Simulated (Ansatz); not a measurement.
Equation of state of TiB

A database entry relaxed whole under r2SCAN (Pnma):

```
Ti B
1.0
     6.10564    0.00000    0.00000
     0.00000    3.04811    0.00000
     0.00000    0.00000    4.55818
Ti B
4 4
Cartesian
  1.0840 0.7620 0.5587
  5.0216 2.2861 3.9995
  1.9688 2.2861 2.8378
  4.1368 0.7620 1.7204
  0.1836 0.7620 2.7315
  5.9220 2.2861 1.8266
  2.8692 2.2861 0.4524
  3.2364 0.7620 4.1057
```

The cell was scaled uniformly, its shape held, and the atoms relaxed at each volume with plane-wave PAW DFT (Ansatz 0.2.0; r2SCAN, 500 eV, 5×10×7 Γ-centred mesh, fermi-dirac occupations of width 0.100 eV; no spin, no spin-orbit coupling). One row is withheld.

```csv
volume (Å³/atom),energy over the lowest (meV/atom),pressure (GPa)
9.968,28.0,15.04
10.180,11.9,9.53
10.392,2.8,4.54
10.604,0.0,0.02
10.816,?,?
11.028,10.9,-7.77
11.240,23.7,-11.11
```

Fit the pressures of the other rows to the third-order Birch-Murnaghan form.

With f = [(V₀/V)^(2/3) − 1]/2 and P = 3B₀f(1 + 2f)^(5/2)[1 + 3(B₀′ − 4)f/2], least squares gives V₀ = 10.60 Å³ an atom, B₀ = 215 GPa and B₀′ = 4.0; the rows miss the fit by less than 0.01 GPa. The slope of the energies differs from these pressures by 0.15 GPa, since they are taken to zero smearing while pressures follow the free energy.

What does the withheld row hold?

The fit gives -4.07 GPa at 10.816 Å³; the run gave -4.07 GPa and 2.9 meV an atom.

Caveats: the shape of the cell was held, so B₀ is an upper bound where the axes differ in stiffness; 0 K, fixed nuclei; the symmetry was kept, and this need not be the phase that is stable at 0 K; one mesh for all volumes; pressure is positive in compression.
